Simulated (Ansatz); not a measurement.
Relaxed-ion elastic tensor of Si3N4 in space group Fd-3m (No. 227; Si on 16c, Si on 8b, N on 32e) in GPa (Voigt order), the program Ansatz at the PBE level (PAW); density 3.94 g/cm³, 8.44 Å³ per atom.

```
513  184  184  0.0  0.0  0.0
184  513  184  0.0  0.0  0.0
184  184  513  0.0  0.0  0.0
0.0  0.0  0.0  326  0.0  0.0
0.0  0.0  0.0  0.0  326  0.0
0.0  0.0  0.0  0.0  0.0  326
```

### Question
Is the crystal mechanically stable?

### Answer
Yes: the smallest eigenvalue of C is 326 GPa.

### Question
Work out the Voigt, Reuss and Hill averages.

### Answer
K_V = 293, K_R = 293, K_H = 293; G_V = 261, G_R = 234, G_H = 248 GPa.

### Question
Give Young's modulus, Poisson's ratio, Pugh's ratio and the universal anisotropy index.

### Answer
E = 9KG/(3K + G) = 580 GPa; ν = 0.17; K/G = 1.18 (brittle by the Pugh limit of 1.75); A_U = 5G_V/G_R + K_V/K_R − 6 = 0.58.

### Question
Estimate the sound speeds and the Debye temperature.

### Answer
v_l = √((K + 4G/3)/ρ) = 12600 m/s, v_t = √(G/ρ) = 7930 m/s, mean 8720 m/s; Θ = (h/k)(3n/4πV)^(1/3) v_m = 1280 K.

### Question
Give the Zener ratio and Young's modulus along [100], [110] and [111].

### Answer
A = 2C44/(C11 − C12) = 1.98; 1/E = S11 − 2(S11 − S12 − S44/2)Γ with Γ = 0, 1/4, 1/3 gives 416, 605, 713 GPa.

### Question
Solve the Christoffel equation for the three sound speeds along [100], [110], [111].

### Answer
Eigenvalues of C_ijkl n_j n_l equal ρv². In km/s, slowest first: [100] 9.09, 9.09, 11.41; [110] 6.46, 9.09, 13.07; [111] 7.44, 7.44, 13.58.

The PBE relaxation kept the symmetry of its start.

Potentials: the later of the program's two PAW sets.
